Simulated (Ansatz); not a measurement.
The relaxed structure here is a generated cell of CsPbBr3: the first start was made by a random draw of sites in a space group, and the end was not matched to a known phase here, so it may be hypothetical. Known forms of CsPbBr3 include space group No. 62, 221.

A structure of CsPbBr$_{3}$ relaxed with PBEsol (plane waves to 420 eV, PAW, scalar-relativistic; Ansatz, an electronic-structure program); single points at other levels follow on the same geometry (Ansatz, PAW; PBEsol+SOC at 420 eV on a 6×6×4 k-mesh; spin-orbit coupling only where +SOC is written). Space group Pmmm (No. 47).

```
CELL_PARAMETERS angstrom
      5.46513     0.00000     0.00000
      0.00000     5.81627     0.00000
      0.00000     0.00000    10.07596
ATOMIC_POSITIONS crystal
  Br 0.00000 0.50000 0.71382
  Br 0.00000 0.50000 0.28618
  Br 0.00000 0.00000 0.00000
  Cs 0.50000 0.50000 0.50000
  Pb 0.00000 0.50000 0.00000
```

| level | gap (eV) | kind | conduction minimum |
|---|---|---|---|
| PBEsol | 1.17 | indirect | S |
| PBEsol+SOC | ? | ? | ? |

Q: Complete the blanks.

A: 
- PBEsol+SOC, gap (eV): 0.88
- PBEsol+SOC, kind: indirect
- PBEsol+SOC, conduction minimum: S

The shift from spin-orbit coupling is approximate. No spin polarisation in the result.

The run could not lose the symmetry of its start, so the end can be a saddle point.
